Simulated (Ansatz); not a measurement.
## BP, first-principles data

BP:
```xyz
8
Lattice="6.2103 0.0000 0.0000 0.0000 3.1927 0.0000 0.0000 0.0000 5.3254" Properties=species:S:1:pos:R:3 pbc="T T T"
B      1.0061     0.7982     2.1216
B      2.0991     2.3945     4.7843
B      5.2043     2.3945     3.2038
B      4.1112     0.7982     0.5411
P      5.2078     0.7982     2.0933
P      4.1077     2.3945     4.7559
P      1.0026     2.3945     3.2321
P      2.1026     0.7982     0.5694
```

Space group Pnma (No. 62); conventional cell a = 6.2103 Å, b = 3.1927 Å, c = 5.3254 Å, α = β = γ = 90.00°.

Method: plane-wave PAW LDA (Ansatz code). The cell and atoms are relaxed at this level. Other levels are named where they apply.

### Cell and energy

Volume per atom: 13.20 Å³
Density: 2.63 g/cm³
Formation energy from the elements (no fitted shifts): -0.15 eV/atom

### Electronic structure

- Band gap = 0.62 eV (indirect)
- Valence-band maximum = at Γ
- Conduction-band minimum = at U (k = 0.500, 0.000, 0.500 in fractions of the reciprocal vectors)
- Smallest direct gap on the standard path = 1.05 eV
- Hole effective mass = 0.21, 0.52, 0.88 mₑ (principal values)

### Mechanics

* **Bulk modulus (Birch–Murnaghan fit)**: 134 GPa
* **Pressure derivative B′**: 2.4
* **Elastic constants (relaxed ions, GPa)**: C11 = 183, C22 = 320, C33 = 274, C12 = 64.0, C13 = 139, C23 = 40.7, C44 = 106, C55 = 113, C66 = 68.3
* **Mechanical stability**: stable (all eigenvalues of C positive)
* **Hill bulk and shear moduli**: 139 and 84.9 GPa
* **Young's modulus**: 212 GPa
* **Poisson's ratio**: 0.25
* **Debye temperature from the elastic constants**: 794 K

### Dielectric response

* **Electronic dielectric constant ε∞ (DFPT)**: 8.89 (xx), 8.83 (yy), 7.98 (zz)
* **Static dielectric constant ε0 (ions relaxed, cell fixed)**: 9.13 (xx), 8.97 (yy), 8.14 (zz)
* **Born charges (a third of the trace)**: B -0.49, P +0.49 e

### Phonons

- Highest zone-centre frequency (without LO–TO term): 928 cm⁻¹
- Zone-centre stability: no imaginary mode at Γ
- Dynamical stability on the path: stable (no imaginary branch)
- Zero-point energy: 98.1 meV/atom
- Vibrational entropy at 300 K: 11.2 J/(K·mol of atoms)

The start of the workflow was typed in or built on a structure type; neither database checked (COD, Materials Project) lists it. It is not the phase usual at ambient conditions (space group No. 216). The LDA relaxation kept the symmetry of its start. The volume moved by 22 % from the start of the relaxation. The references are the lowest solids computed at this level, not always the standard phases.

Potentials: the later of the program's two PAW sets.
